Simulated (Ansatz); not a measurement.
The calculation used DFT, PBEsol, plane waves (420 eV) with PAW, scalar-relativistic (Ansatz 0.2.0). The PAW files were generated under PBE, with cores re-solved for the functional.

An element in the omega (AlB2-type) structure gives this curve. The cell is scaled uniformly from the relaxed one, with fractional coordinates and shape fixed. Energies are extrapolated to zero smearing, pressures are those at the given smearing. Magnetic state: spin not included.

```json
{"V (Å³/atom)": "13.105", "E − E₀ (meV/atom)": "167.9", "P (GPa)": "34.94"}
{"V (Å³/atom)": "13.700", "E − E₀ (meV/atom)": "67.5", "P (GPa)": "20.31"}
{"V (Å³/atom)": "14.296", "E − E₀ (meV/atom)": "15.1", "P (GPa)": "8.96"}
{"V (Å³/atom)": "14.892", "E − E₀ (meV/atom)": "0.0", "P (GPa)": "0.16"}
{"V (Å³/atom)": "15.487", "E − E₀ (meV/atom)": "13.6", "P (GPa)": "-6.64"}
{"V (Å³/atom)": "16.083", "E − E₀ (meV/atom)": "49.6", "P (GPa)": "-11.88"}
{"V (Å³/atom)": "16.678", "E − E₀ (meV/atom)": "102.5", "P (GPa)": "-15.88"}
```

(1) Which element is it?
A. palladium
B. molybdenum
C. ruthenium
D. phosphorus

## Answers

(1) A. Its fit is V₀ = 14.88 Å³/atom, B₀ = 193 GPa, B₀′ = 5.4.
